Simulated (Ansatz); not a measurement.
Input:

TaN:
```cif
data_N2Ta2
_chemical_formula_sum 'Ta2 N2'
_space_group_name_H-M_alt 'P 1'
_space_group_IT_number 1
_cell_length_a 5.49921
_cell_length_b 5.49921
_cell_length_c 5.49921
_cell_angle_alpha 149.508
_cell_angle_beta 149.508
_cell_angle_gamma 43.664
loop_
_space_group_symop_operation_xyz
  'x, y, z'
loop_
_atom_site_label
_atom_site_type_symbol
_atom_site_fract_x
_atom_site_fract_y
_atom_site_fract_z
_atom_site_occupancy
Ta1 Ta 0.99869 0.99869 0.00000 1
Ta2 Ta 0.74869 0.24869 0.50000 1
N1 N 0.41731 0.41731 0.00000 1
N2 N 0.16731 0.66731 0.50000 1
```

This is the HSE06-relaxed structure.

**Question.** All from HSE06 (plane waves, PAW; program Ansatz), unless another level is named. Give the smallest direct gap on the standard path.

**Answer.** 1.44 eV.

**Question.** What about the conduction-band minimum?

**Answer.** on the Γ–X line, 46 % of the way from Γ (4 equivalent valleys).

**Question.** Predict the valence-band maximum.

**Answer.** on the M–S line, 69 % of the way from M.

Space group I4_1md. A made-up cell: these elements were put on the sites of a structure type; neither database checked (COD, Materials Project) lists it. It is not the phase usual at ambient conditions (space group No. 189). Symmetry was held in the HSE06 relaxation; whether a distortion lowers the energy is not shown. No spin polarisation was allowed. The hybrid was solved on a coarse mesh, the path and, where they were found, the r²SCAN edge points; its band edges are the extreme levels among these. Spin–orbit coupling is left out wherever it is not named.

Potentials: the later of the program's two PAW sets.
